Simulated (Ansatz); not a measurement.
Total density of states per atom from DFT-LDA in the program Ansatz with PAW potentials, in 0.25 eV bins, energy from the Fermi level:

```csv
E (eV),states/eV/atom
-7.85,0.15
-7.60,0.03
-7.35,0.15
-7.10,0.34
-6.85,0.23
-6.60,0.15
-6.35,0.11
-6.10,0.09
-5.85,0.07
-5.60,0.05
-5.35,0.15
-5.10,0.36
-4.85,0.28
-4.60,0.29
-4.35,0.33
-4.10,0.43
-3.85,0.44
-3.60,0.31
-3.35,0.22
-3.10,0.27
-2.85,0.45
-2.60,0.50
-2.35,0.44
-2.10,0.48
-1.85,0.53
-1.60,0.60
-1.35,0.46
-1.10,0.35
-0.85,0.63
-0.60,0.68
-0.35,0.53
-0.10,0.79
0.15,0.46
0.40,0.31
0.65,0.50
0.90,0.49
1.15,0.79
1.40,0.90
1.65,0.99
1.90,0.85
2.15,0.47
2.40,0.72
2.65,0.75
2.90,0.85
3.15,1.71
3.40,1.30
3.65,0.58
3.90,0.44
4.15,0.52
```

Q: Which compound is it?
A) ScCuO2, R-3m (Sc on 3b, Cu on 3a, O on 6c)
B) ScAl2, cubic Laves (MgCu2 type)
C) Sc, P6_222 (Sc on 3c)
D) Al2Cu, fluorite or antifluorite type

A: B, ScAl2, cubic Laves (MgCu2 type). Within 0.5 eV of the Fermi level: Sc 3d 62 %, Al 3p 26 %. Projections are on Löwdin-orthogonalised atomic valence shells; empty p or d shells of many metals are not among them.

Space group Fd-3m (cubic Laves (MgCu2 type)). The workflow started from a Materials Project entry (that database holds measured and hypothetical structures alike); the Crystallography Open Database copy checked does not list it. Whether it is the stable phase at ambient conditions was not checked. The LDA relaxation kept the symmetry of its start; of distortions, only those at the zone centre were tested. No spin polarisation was allowed.

Potentials: the later of the program's two PAW sets.
